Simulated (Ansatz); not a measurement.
**Property card for Al2Au**

Al$_{2}$Au:
```
Al2Au
1.0
    0.00000     3.00150     3.00150
    3.00150     0.00000     3.00150
    3.00150     3.00150     0.00000
Au Al
1 2
Direct
  0.00000   0.00000   0.00000
  0.25000   0.25000   0.25000
  0.75000   0.75000   0.75000
```

Space group Fm-3m (No. 225), fluorite or antifluorite type; conventional cell a = 6.0030 Å, b = 6.0030 Å, c = 6.0030 Å, α = 90.00°, β = 90.00°, γ = 90.00°.

Method: the program Ansatz at the PBEsol level (PAW). Structure relaxed to zero pressure with the same functional. Other levels are named where they apply.

**Cell and energy**

```yaml
volume_per_atom: 18.03 Å³
density: 7.70 g/cm³
Formation energy from the elements (no fitted shifts): -0.45 eV/atom
```

**Electronic structure**

```yaml
electronic_character: metallic (no gap)
Density of states at the Fermi level: 0.31 states/eV per atom (mean over ±0.08 eV)
Gap with spin–orbit coupling: none (metallic)
```

**Mechanics**

```yaml
Bulk modulus (Birch–Murnaghan fit): 115 GPa
Pressure derivative B′: 4.7
Elastic constants (relaxed ions, GPa): C11 = 153, C12 = 96.0, C44 = 52.0
mechanical_stability: stable (all eigenvalues of C positive)
hill_bulk_and_shear_moduli: 115 and 40.9 GPa
Young's modulus: 110 GPa
Poisson's ratio: 0.34
debye_temperature_from_the_elastic_constants: 294 K
```

**Phonons**

```yaml
highest_zone_centre_frequency: 32.6 meV
zone_centre_stability: no imaginary mode at Γ
```

Symmetry was held in the PBEsol relaxation. As this level gives no gap, shear constants depend on the k-mesh and smearing (Fermi–Dirac, 0.1 eV here). As this level gives no gap, phonon frequencies hold no LO–TO term and depend on the k-mesh and smearing (Fermi–Dirac, 0.1 eV here). The references are the lowest solids computed at this level, not always the standard phases. Spin–orbit coupling is left out wherever it is not named.

Potentials: the later of the program's two PAW sets.
